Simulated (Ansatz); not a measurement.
**Electric field gradients in Te2Mo**

Level of theory: DFT LDA, scalar-relativistic, plane waves, PAW in Ansatz. Cutoff 420 eV, 12×12×2 k-points (Γ-centred), fixed occupations. No spin polarisation.

Equilibrium structure at this level:
```yaml
crystal:
  lattice:
    - [3.47301, 0.00000, 0.00000]
    - [-1.73650, 3.00771, 0.00000]
    - [0.00000, 0.00000, 13.77468]
  atoms:
    - { symbol: Te, position: [0.33333, 0.66667, 0.61961] }
    - { symbol: Te, position: [0.66667, 0.33333, 0.11961] }
    - { symbol: Te, position: [0.33333, 0.66667, 0.88039] }
    - { symbol: Te, position: [0.66667, 0.33333, 0.38039] }
    - { symbol: Mo, position: [0.33333, 0.66667, 0.25000] }
    - { symbol: Mo, position: [0.66667, 0.33333, 0.75000] }
```

Spin–orbit coupling is left out, which matters for gradients at heavy nuclei.

Question: Give V_zz (10²¹ V/m²) and the asymmetry η at each distinct site.

Answer:
```tsv
atom	V_zz	η
Te (atom 1)	-18.28	0.00
Mo (atom 5)	-6.75	0.00
```

Cost: 1 run of about 0.23 core-minutes, on Arm Neoverse V1 (shared hosts).